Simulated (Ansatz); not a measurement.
A geometry of Ti away from equilibrium: step 3 of the relaxation of a randomly generated symmetric cell of Ti (space group No. 38). All values below come from r2SCAN (plane waves to 500 eV, PAW, scalar-relativistic; Ansatz, an electronic-structure program). Γ-centred k-mesh 5×10×10 on the run's cell (coarser than for final values), Fermi–Dirac smearing 0.05 eV. The plane waves were selected for a different cell earlier on the path.

```yaml
crystal:
  lattice:
    - [6.36605, 0.00000, 0.00000]
    - [0.00000, 2.49300, 2.19910]
    - [0.00000, -2.49300, 2.19910]
  atoms:
    - { symbol: Ti, position: [0.50000, 0.02715, 0.02715] }
    - { symbol: Ti, position: [0.00000, 0.11640, 0.11640] }
    - { symbol: Ti, position: [0.70392, 0.56193, 0.56193] }
    - { symbol: Ti, position: [0.29608, 0.56193, 0.56193] }
```

Problem. Give the Cartesian forces on all atoms (eV/Å).

Solution. 
| atom | Fx | Fy | Fz |
|---|---|---|---|
| Ti1 | 0.00 | 0.00 | 1.27 |
| Ti2 | 0.00 | 0.00 | -0.45 |
| Ti3 | 1.73 | 0.00 | -0.41 |
| Ti4 | -1.73 | 0.00 | -0.41 |

The path ends in P4/mmm (No. 123). No spin polarisation in the result.

The run could not lose the symmetry of its start: the end is stationary, and may be a saddle point rather than a minimum.

The end of the path is a generated cell of Ti: the first start was made by a random draw of sites in a space group, and the end was not matched to a known phase here, so it may be hypothetical. Known forms of Ti include space group No. 194.
